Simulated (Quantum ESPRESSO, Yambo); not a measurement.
# Ag$_{2}$S: DFT and GW levels

```
Ag2S
1.0
    2.39003    -3.53199     0.00000
    2.39003     3.53199     0.00000
    0.00000     0.00000     7.58942
S Ag
2 4
Direct
  0.28329   0.71671   0.43618
  0.71671   0.28329   0.93618
  0.49346   0.50654   0.69122
  0.50654   0.49346   0.19122
  0.10600   0.89400   0.93535
  0.89400   0.10600   0.43535
```

The geometry is that of Materials Project entry mp-32669, symmetrised and not relaxed again.

Starting point: norm-conserving PBEsol (Quantum ESPRESSO, 82 Ry, without SOC). G0W0 in Yambo: 4×4×2 Γ-centred k mesh, bands 17 to 159 and a 6 Ry block in the screening, 159 bands in G with the Bruneval-Gonze terminator, plasmon pole fitted at 27.2 eV.

```yaml
PBEsol gap along the band path: 1.21 eV
PBEsol gap between the mesh's edge points ((0, -0.5, 0) → Γ): 1.21 eV
G0W0 gap between the same points: 2.06 eV
PBEsol smallest direct gap on the mesh (at Γ): 1.22 eV
G0W0 direct gap at that point: 2.08 eV
```

```tsv
k point	band	E PBEsol (eV)	E QP (eV)	shift (eV)	Z
Γ	VB	-0.01	-0.46	-0.45	0.78
Γ	CB	1.21	1.61	0.40	0.81
(0, 0, -0.5)	VB	-0.14	-0.57	-0.43	0.78
(0, 0, -0.5)	CB	1.77	2.14	0.37	0.80
(0, -0.5, 0)	VB	0.00	-0.45	-0.45	0.79
(0, -0.5, 0)	CB	2.33	2.52	0.19	0.82
(0, -0.5, -0.5)	VB	-0.19	-0.64	-0.45	0.79
(0, -0.5, -0.5)	CB	1.70	1.97	0.27	0.81
(-0.5, -0.5, 0)	VB	-0.44	-0.91	-0.47	0.79
(-0.5, -0.5, 0)	CB	1.49	1.87	0.38	0.82
(-0.5, -0.5, -0.5)	VB	-1.16	-1.66	-0.50	0.78
(-0.5, -0.5, -0.5)	CB	2.33	2.77	0.44	0.81
```

Energies count from the PBEsol valence-band maximum.

Nearest settings tried, and what they do to the gap: 113 bands in G: +9 meV; 113 bands in W, 113 bands in G: +86 meV; 5 Ry block (161 vectors against 217): -14 meV; 2×2×1 mesh: -155 meV. So the settings aren't converged at that level.

Spin-orbit splittings are left out.

The structure is a Materials Project entry; no match was found in the copy of COD used, and its stability was not checked.
